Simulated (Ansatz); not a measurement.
## SrAsH: reading a single point

```
Sr H As
1.0
     3.94034    0.00000    0.00000
     0.00000    3.94034    0.00000
     0.00000    0.00000    7.61745
Sr H As
2 2 2
Direct
  0.00000 0.50000 0.20000
  0.50000 0.00000 0.80000
  0.00000 0.00000 0.00000
  0.50000 0.50000 0.00000
  0.00000 0.50000 0.70000
  0.50000 0.00000 0.30000
```

Single point in Ansatz 0.2.0 with PBE, no spin polarisation. Cutoff 420 eV, PAW datasets, 9×9×5 Γ-centred k mesh, fermi-dirac filling (width 0.1 eV).

Charges: Bader charges in e: Sr +1.28, As -0.75, H -0.52. In the mean Sr gives up most and As takes most.
Electronic structure: It is a metal, with about 4.4 states/eV a cell as the mean within 0.25 eV of the Fermi level, mostly As p (84 %).
Contacts: Sr–H at 2.49 Å: least valence density 0.14 e/Å³ and ELF 0.09 there. H–H at 2.79 Å: least valence density 0.06 e/Å³ and ELF 0.08 there. Sr–As at 2.89 Å: least valence density 0.22 e/Å³ and ELF 0.16 there. Both are smooth PAW fields, read partly inside the augmentation spheres.
Forces: The largest is on Sr1 (and as large on other atoms): 0.71 eV/Å, components (0.00, 0.00, -0.71). It makes 52° with the line to a nearest neighbour, H3 at 2.49 Å.
Formation energy: 0.01 eV an atom against the elements' usual phases (free molecules for gases, crystals otherwise, with no correction for O₂ or N₂), too near zero to call. Relaxing would lower it.

Origin: a known structure type with other elements, at an estimated volume, so it need not be a known compound. Caveats: many states at the Fermi level without spin polarisation, so a magnetic state may lie lower.
